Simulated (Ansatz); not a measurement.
**SiMo3 under strain: Electric field gradients**

The cell is a structure deposited in the COD, relaxed with PBE at fixed cell and then changed (z compressed by 1 %, ions relaxed).

```xyz
8
Lattice="4.8930 0.0000 0.0000 0.0000 4.8930 0.0000 0.0000 0.0000 4.8441" Properties=species:S:1:pos:R:3 pbc="T T T"
Si    0.0000    0.0000    0.0000
Si    2.4465    2.4465    2.4220
Mo    1.2232    0.0000    2.4220
Mo    2.4465    3.6697    0.0000
Mo    3.6697    0.0000    2.4220
Mo    2.4465    1.2232    0.0000
Mo    0.0000    2.4465    3.6331
Mo    0.0000    2.4465    1.2110
```

Sites (sets of like atoms) are named by element and the number of their first atom in this list.

The numbers come from a DFT calculation in Ansatz (PBE, plane waves and PAW, scalar-relativistic, 420 eV cutoff, Γ-centred 10×10×10 k-points, Fermi–Dirac smearing 0.05 eV).

V_zz is the principal component of the electric field gradient with the largest magnitude, η = (V_xx − V_yy)/V_zz and C_Q = eQV_zz/h. ν_Q = 3|C_Q|/[2I(2I − 1)].

⁹⁵Mo: I = 5/2, Q = -22.00 mb. Q values from Pyykkö, Mol. Phys. 116, 1328 (2018).

**Question.** Which values are expected at the nuclei?

**Answer.** 

```json
{"site": "Mo3", "atoms (order as listed)": "3, 4, 5, 6", "first shell": "10 Mo at 2.45–2.99 Å, 4 Si at 2.71–2.74 Å", "C_Q (MHz)": "-2.19", "η": "0.22", "ν_Q (MHz)": "0.328"}
{"site": "Mo7", "atoms (order as listed)": "7, 8", "first shell": "10 Mo at 2.42–2.99 Å, 4 Si at 2.73 Å", "C_Q (MHz)": "-2.48", "η": "0.00", "ν_Q (MHz)": "0.373"}
```

An axis of threefold or higher order runs through Mo7, so V_zz lies along it and η is zero.

Si has no stable isotope with a ground-state quadrupole moment in the table, so these sites are left out.

With no gap above 0.1 eV, as in a metal, the gradients converge slowly in k; expect changes of a tenth or more on a denser mesh. Without spin–orbit coupling (the program notes it for Mo) the gradients can shift somewhat, as the gap is small.

The relaxation (2 steps) took 59 s of wall time (58 s of CPU time) and 0.95 GiB at its peak, on 1 thread of Intel Xeon 6975P-C (Granite Rapids) (x86_64; 16 cores open to the job, memory cap 3.0 GiB, no GPU), a shared host with a load of 0.5 a core.
